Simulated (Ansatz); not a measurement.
SrGaHO₂:
Space group P4/mmm (No. 123); a = 3.938 Å, b = 3.938 Å, c = 3.601 Å, α = 90.00°, β = 90.00°, γ = 90.00°

| atom | site | symmetry | x | y | z |
|---|---|---|---|---|---|
| Sr | 1d | 4/mmm | 0.5000 | 0.5000 | 0.5000 |
| Ga | 1a | 4/mmm | 0.0000 | 0.0000 | 0.0000 |
| O | 2f | mmm. | 0.0000 | 0.5000 | 0.0000 |
| H | 1b | 4/mmm | 0.0000 | 0.0000 | 0.5000 |

Relaxed at zero pressure with r²SCAN in the plane-wave PAW code Ansatz.

### Question
The volume is raised by 3 % and shape and atoms relax at that volume. What pressure results, and how do the axes share the change?

### Answer
-3.7 GPa; a 0.8 %, b 0.8 %, c 1.4 %; the energy rises by 4 meV/atom.

### Question
Give the new structure.

### Answer

Space group P4/mmm (No. 123); a = b = 3.9692 Å, c = 3.6522 Å, α = β = γ = 90.00°

```csv
atom,site,symmetry,x,y,z
Sr,1d,4/mmm,0.5000,0.5000,0.5000
Ga,1a,4/mmm,0.0000,0.0000,0.0000
O,2f,mmm.,0.0000,0.5000,0.0000
H,1b,4/mmm,0.0000,0.0000,0.5000
```

The phase is kept; no other phase was compared at this pressure.

The start of the workflow was typed in or built on a structure type; neither database checked (COD, Materials Project) lists it. Its standing as an ambient phase is unchecked. The r²SCAN relaxation kept the symmetry of its start; its stability against distortions is not shown here.

Potentials: the earlier of the program's two PAW sets. The files were generated under PBE; for other functionals the program regenerates the frozen cores, and for LDA and PBEsol the local potential too.
